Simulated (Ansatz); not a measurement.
ZnS (space group R3m)

```
ZnS
1.0
    1.87086     1.08014    12.25897
   -1.87086     1.08014    12.25897
    0.00000    -2.16029    12.25897
Zn S
4 4
Direct
  0.41668   0.41668   0.41668
  0.00017   0.00017   0.00017
  0.58349   0.58349   0.58349
  0.83333   0.83333   0.83333
  0.64594   0.64594   0.64594
  0.89579   0.89579   0.89579
  0.47901   0.47901   0.47901
  0.06249   0.06249   0.06249
```

The slice is a (1 -1 0 2) plane (indices of the conventional cell) through the point (0.646, 0.646, 0.646) (fractional), spanned by u = [1 0 -1] and v = [010] in vectors of this cell: u (3.74 Å) and v (12.45 Å, at 90° to u). It covers one period; positions are fractions (u, v).

The numbers are results of LDA (plane waves to 420 eV, PAW, scalar-relativistic; Ansatz, a first-principles code), not measurements. k mesh 10×10×10. Inside the PAW spheres the values are not all-electron values, and peaks at nuclei hang on which shells count as valence. This is one of several known forms of ZnS; the measured ambient cells at hand have space group No. 186 or 216. ZnS was relaxed with its symmetry unable to fall.

**Question.** Sketch the valence electron density on this plane as a map.

**Answer.** 
| v \ u | 0.00 | 0.12 | 0.25 | 0.38 | 0.50 | 0.62 | 0.75 | 0.88 |
|---|---|---|---|---|---|---|---|---|
| 0.90 | -0.3 | -0.5 | -0.9 | -1.3 | -1.6 | -1.3 | -0.9 | -0.5 |
| 0.75 | -0.4 | -0.6 | -0.9 | -1.1 | -1.2 | -1.1 | -0.9 | -0.6 |
| 0.60 | -0.8 | -0.9 | -1.2 | -1.5 | -1.7 | -1.5 | -1.2 | -0.9 |
| 0.45 | -0.7 | -0.8 | -1.1 | -1.5 | -1.7 | -1.5 | -1.1 | -0.8 |
| 0.30 | -1.1 | -1.0 | -0.5 | -0.2 | 0.0 | -0.2 | -0.5 | -1.0 |
| 0.15 | -1.5 | -1.4 | -1.1 | -0.8 | -0.7 | -0.8 | -1.1 | -1.4 |
| 0.00 | -3.0 | 0.0 | -0.2 | -0.7 | -0.9 | -0.7 | -0.2 | 0.0 |

Values: log₁₀ of the valence density in e/Å³. The scale is logarithmic, as a density can span decades between atoms and voids; values under 0.001 e/Å³ are set to 0.001.
